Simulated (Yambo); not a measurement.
A G0W0@PBEsol run in Yambo for VBiO₄ (space group I4_1/amd, No. 141) (2×2×2 Γ-centred k mesh, bands 3 to 269 and a 7 Ry block in the screening, 269 bands in G with the Bruneval-Gonze terminator, plasmon pole fitted at 27.2 eV) gives these matrix elements, in eV, at the band edges (N → N):

```tsv
state	E0	<Vxc>	<Σx>	<Σc(E0)>	Z
valence edge	0.000	-19.323	-22.873	3.110	0.781
conduction edge	2.763	-20.853	-13.980	-5.285	0.777
```

Q: Solve the linearised quasiparticle equation for both states, give the gap, and say how exchange and correlation each act on it.

A: E = E0 + Z(Σx + Σc − Vxc). Valence: 0.000 + 0.781 × (-22.873 + (3.110) − (-19.323)) = -0.34 eV. Conduction: 2.763 + 0.777 × (-13.980 + (-5.285) − (-20.853)) = 4.00 eV. The gap is 4.34 eV, against 2.76 eV in PBEsol. Replacing Vxc by bare exchange alone would open it by 10.42 eV; correlation takes back 8.40 eV of that, and Z scales what is left. Nearest settings tried, and what they do to the gap: 117 bands in G: -40 meV; 138 bands in W: -3 meV; 6 Ry block (313 vectors against 365): +7 meV. Not varied: mesh. So the settings aren't converged at that level. The k mesh is coarse. The mesh misses a band edge: along a dense path the PBEsol gap is 2.52 eV against 2.76 eV on the mesh. Spin-orbit coupling is left out; with 6p states at a band edge it can lower the gap by many tenths of an eV, most of a small gap. The 3d shell has no Hubbard U; the runs are without spin polarisation, and magnetic order was not tried.

The standard potential for Bi keeps a d shell in the valence without the s and p states of that shell. In tests on such compounds this moved G0W0 gaps by up to about 0.9 eV, so absolute quasiparticle energies here are unreliable; differences between settings are what counts.

Geometry of the Materials Project entry, not relaxed at this level; primitive cell a = 6.0843 Å, b = 6.0843 Å, c = 6.0843 Å, α = 106.26°, β = 106.26°, γ = 116.11°.
